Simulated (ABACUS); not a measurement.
# Worked estimates from a calculation on Ag (Fm-3m, 1 atom in the cell; from Materials Project mp-124, lattice scaled a little)

```
Ag
1.0
    0.00000     2.03720     2.03720
    2.03720     0.00000     2.03720
    2.03720     2.03720     0.00000
Ag
1
Direct
  0.00000   0.00000   0.00000
```

All values come from this method and carry its errors: LDA (PW92), PseudoDojo 0.4 standard norm-conserving LDA (tails mended) pseudopotentials (plane waves; ABACUS 3.10.1).

Main settings: KPT = Gamma 12 12 12 0 0 0; basis_type = pw; dft_functional = PWLDA; ecutwfc = 86 Ry; smearing_method = gaussian; smearing_sigma = 0.0199916 Ry; potentials = PseudoDojo 0.4 standard norm-conserving LDA (tails mended); symmetry = 1.

The structure comes from a collection of computed structures, made at another level of theory; the collection holds predicted forms beside known ones. Its lattice was then scaled.

The cell holds 114.1 bohr³ and the plane-wave cutoff is 86.0 Ry.

Task: How many plane waves does a k-point need, and how does the count grow with the cutoff?

Result: In Rydberg units |k + G|² ≤ E, a sphere of radius √86.0 = 9.274 bohr⁻¹. Each G takes (2π)³/V of reciprocal space, so N = V E^(3/2)/(6π²) = 114.1 × 797.5/59.218 = 1537. The program's largest count at a k-point is 1572; single k-points scatter about the estimate. The count grows as E^(3/2): 20 % more cutoff means 31 % more plane waves.

The cell was also run at V = 16.740 Å³ (F = -4217.39962 eV, P = -5.33 GPa) and V = 17.079 Å³ (F = -4217.38621 eV, P = -7.37 GPa), scaled uniformly; the base has V = 16.909 Å³, P = -6.39 GPa and F₀ = -4217.39345 eV.

Task: Check the pressure against the energies, and estimate the bulk modulus.

Result: P = −dF/dV ≈ −(0.01341 eV)/(0.339 Å³) = -0.03956 eV/Å³; times 160.218 GPa per eV/Å³ this is -6.34 GPa, against -6.39 GPa from the stress tensor. B = −V dP/dV ≈ −16.909 × (-2.04 GPa)/(0.339 Å³) = 102 GPa at this volume. The curvature of the energies, B = V (F₊ + F₋ − 2F₀)/(ΔV/2)², gives 101 GPa. Shape and fractional positions were held, which usually makes B too large where they are free.

“Tails mended”: in these copies of the files the far tail of each local potential was reset to the Coulomb form.
